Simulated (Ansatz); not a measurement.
Given:

As (A7 type, space group R-3m)

```xyz
2
Lattice="1.8805 1.0857 3.5778 -1.8805 1.0857 3.5778 0.0000 -2.1714 3.5778" Properties=species:S:1:pos:R:3 pbc="T T T"
As     0.0000     0.0000     2.4258
As     0.0000     0.0000     8.3078
```

E(V) scan at fixed shape, V₀ the volume above. The atoms relax within the cell's symmetry.

Level of theory: r2SCAN+rVV10 (plane waves to 500 eV, PAW, scalar-relativistic; Ansatz, a program for electronic structure). k mesh 15×15×15 (Γ-centred), Fermi-Dirac smearing 0.05 eV. The energy includes the smearing's −TS. Stress and pressure are positive under compression. With the shape held, the modulus is that of even scaling; a crystal free to change shape is softer. As was relaxed with its symmetry unable to fall. The zero of ΔE is the relaxed starting cell.

The scan covers V/V₀ from 0.900 to 1.100 in 9 points.

What bulk modulus at fixed cell shape B₀ follows from a third-order Birch-Murnaghan fit?

56.8 GPa.

What is the fitted pressure derivative B₀′?

2.9.

(A scan under strain: stresses follow from slopes of the energy per volume, elastic moduli from its curvatures.)
